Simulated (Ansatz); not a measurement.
Relaxed-ion elastic tensor of BN in space group P6_3/mmc (No. 194; B on 2c, N on 2d) in GPa (Voigt order), DFT-r²SCAN+D4 in the program Ansatz with PAW potentials; density 2.31 g/cm³, 8.92 Å³ per atom.

```json
[
 {"": "1", "1": "921", "2": "200", "3": "-0.1", "4": "0.0", "5": "0.0", "6": "0.0"},
 {"": "2", "1": "200", "2": "921", "3": "-0.1", "4": "0.0", "5": "0.0", "6": "0.0"},
 {"": "3", "1": "-0.1", "2": "-0.1", "3": "33.2", "4": "0.0", "5": "0.0", "6": "0.0"},
 {"": "4", "1": "0.0", "2": "0.0", "3": "0.0", "4": "5.5", "5": "0.0", "6": "0.0"},
 {"": "5", "1": "0.0", "2": "0.0", "3": "0.0", "4": "0.0", "5": "5.5", "6": "0.0"},
 {"": "6", "1": "0.0", "2": "0.0", "3": "0.0", "4": "0.0", "5": "0.0", "6": "360"}
]
```

Is the crystal mechanically stable?

Yes: the smallest eigenvalue of C is 5.5 GPa.

Work out the Voigt and Reuss bounds. Is their mean of use?

K_V = 253, K_R = 31.3; G_V = 186, G_R = 12.2 GPa. The bounds lie so far apart that a Hill average or a Debye temperature from it would say little.

The r²SCAN+D4 relaxation kept the symmetry of its start; phonons on a q-mesh show no instability.

Potentials: the later of the program's two PAW sets.
